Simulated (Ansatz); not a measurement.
Mg:
```xyz
2
Lattice="3.2285 0.0000 0.0000 -1.6142 2.7959 0.0000 0.0000 0.0000 5.1468" Properties=species:S:1:pos:R:3 pbc="T T T"
Mg     0.0000     1.8640     1.2867
Mg     1.6142     0.9320     3.8601
```

Relaxed with r²SCAN+D4. Special points in fractions of this cell's reciprocal vectors: Γ (0.000, 0.000, 0.000); M (0.500, 0.000, 0.000); K (0.333, 0.333, 0.000); A (0.000, 0.000, 0.500); L (0.500, 0.000, 0.500); H (0.333, 0.333, 0.500).

Task: List the band energies nearest the Fermi level at these points for r²SCAN+D4 in the plane-wave PAW code Ansatz.

Result: In eV from the Fermi level; about four levels below and three above (degenerate sets whole), none deeper than 8.9 eV; … stands for higher levels left out; points with the same levels are listed once.

| k | below | above |
|---|---|---|
| Γ | -7.34 -1.78 -1.02 | 11.40 11.40 11.51 11.51 |
| M | -2.39 -2.26 | 2.82 3.14 3.68 |
| K | -0.84 -0.67 -0.67 | 4.37 4.37 4.71 |
| A | -5.83 -5.83 | 5.64 5.64 … |
| L | -1.26 -1.26 -0.42 -0.42 | 8.42 8.42 … |
| H | – | 0.12 0.12 0.59 0.59 |

Space group P6_3/mmc (hcp (Mg type)). The r²SCAN+D4 relaxation kept the symmetry of its start. The pairwise dispersion correction was not fitted to metals.

Potentials: the later of the program's two PAW sets.
